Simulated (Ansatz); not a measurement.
CdIn2O4:
```
CELL_PARAMETERS angstrom
      0.00000     4.65797     4.65797
      4.65797     0.00000     4.65797
      4.65797     4.65797     0.00000
ATOMIC_POSITIONS crystal
  Cd 0.75000 0.75000 0.75000
  Cd 0.50000 0.50000 0.50000
  In 0.62500 0.12500 0.12500
  In 0.12500 0.12500 0.62500
  In 0.12500 0.62500 0.12500
  In 0.12500 0.12500 0.12500
  O  0.36197 0.36197 0.36197
  O  0.33591 0.88803 0.88803
  O  0.36197 0.36197 0.91409
  O  0.88803 0.33591 0.88803
  O  0.91409 0.36197 0.36197
  O  0.88803 0.88803 0.88803
  O  0.36197 0.91409 0.36197
  O  0.88803 0.88803 0.33591
```

PBE (plane waves, PAW; program Ansatz) gives a gap of 0.92 eV without spin–orbit coupling, maximum at L, minimum at Γ.

Q: What happens when spin–orbit coupling is switched on?

A: The gap drops by 0.01 eV, to 0.91 eV; maximum at L, minimum at Γ.

Q: Give the electron effective mass with spin–orbit coupling.

A: 0.15 mₑ (isotropic).

Q: Give the hole effective mass with spin–orbit coupling.

A: 1.3, 1.3, 7.2 mₑ (principal values).

Space group Fd-3m (spinel). Symmetry was held in the PBE relaxation.

Potentials: the later of the program's two PAW sets.
